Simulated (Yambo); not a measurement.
G0W0@PBEsol for KCdF3 (cubic perovskite, space group Pm-3m, No. 221) in Yambo (2×2×2 mesh, 7 Ry block, plasmon pole, screening fixed), without a terminator:

| bands N in G | gap R → Γ (eV) | shift of the valence edge (eV) |
|---|---|---|
| 112 | 5.988 | -1.228 |
| 174 | 5.979 | -1.428 |
| 260 | 6.020 | -1.568 |

**Question.** Extrapolate both columns to infinite N with E(N) = E∞ + A/N, test the form, and compare with the terminator.

**Answer.** From two points, E∞ = (N2 E2 − N1 E1)/(N2 − N1). The two largest N give 6.10 eV for the gap and -1.85 eV for the shift; the two smallest give 5.96 eV and -1.79 eV. For the gap the slopes A are 2.8 and -22 eV: the form isn't reached, and its limit is uncertain. For the shift the slopes A are 63 and 74 eV: the 1/N form holds. With the Bruneval-Gonze terminator and 260 bands the run gives 6.21 eV and -1.86 eV, 0.11 eV and 0.01 eV from the extrapolated values: the terminator too is an estimate of the remainder. Block, mesh and the bands in W are held fixed.

Spin-orbit coupling is included.

Geometry of the Materials Project entry, not relaxed at this level; primitive cell a = 4.3821 Å, b = 4.3821 Å, c = 4.3821 Å, α = 90.00°, β = 90.00°, γ = 90.00°.

The structure is a Materials Project entry; no match was found in the copy of COD used, and its stability was not checked.

A shift is the quasiparticle energy of the state minus its PBEsol energy.
